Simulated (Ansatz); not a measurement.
MgSe (rock salt)

```
CELL_PARAMETERS angstrom
      0.00000     2.72489     2.72489
      2.72489     0.00000     2.72489
      2.72489     2.72489     0.00000
ATOMIC_POSITIONS crystal
  Se 0.00000 0.00000 0.00000
  Mg 0.50000 0.50000 0.50000
```

Grid over V/V₀ and (c/a)/(c/a)₀, subscript 0 meaning the relaxed cell; the conventional c axis lies along z; no internal relaxation.

These are PBEsol (plane waves to 420 eV, PAW, scalar-relativistic; Ansatz, a quantum-chemistry and plane-wave program) values and carry that method's errors. k mesh 10×10×10 (Γ-centred), Fermi-Dirac smearing 0.05 eV. E stands for the smeared free energy. Stress and pressure are positive under compression. MgSe was relaxed with its symmetry unable to fall. The zero of ΔE is the relaxed starting cell.

ΔE (meV/atom), with V/V₀ across and (c/a)/(c/a)₀ down:

```
(c/a)/(c/a)₀ \ V/V₀  0.960  0.980  1.000  1.020  1.040
-------------------  -----  -----  -----  -----  -----
0.880                 93.1   81.4   73.6   69.5   68.6
0.940                 25.7   19.0   15.9   16.2   19.5
1.000                  7.0    1.7    0.0    1.6    6.1
1.060                 22.0   15.5   12.6   13.1   16.7
1.120                 61.9   52.1   46.2   43.7   44.5
```

σzz − σxx (GPa), with V/V₀ across and (c/a)/(c/a)₀ down:

```
(c/a)/(c/a)₀ \ V/V₀  0.960  0.980  1.000  1.020  1.040
-------------------  -----  -----  -----  -----  -----
0.880                 18.0   16.3   14.8   13.5   12.2
0.940                  7.7    7.0    6.3    5.7    5.1
1.000                  0.0    0.0    0.0    0.0    0.0
1.060                 -6.2   -5.6   -5.0   -4.5   -4.0
1.120                -11.6  -10.5   -9.4   -8.4   -7.5
```

What the scan shows:

The shear modulus C′ = (C11 − C12)/2 (fit, atoms clamped) is 46 GPa. Lowest place on the grid: V/V₀ = 1.000, (c/a)/(c/a)₀ = 1.000 (0.0 meV/atom). Highest place on the grid: V/V₀ = 0.960, (c/a)/(c/a)₀ = 0.880 (93.1 meV/atom).

(Under strain, the slope of the energy per volume gives the stress and its curvature an elastic modulus.)
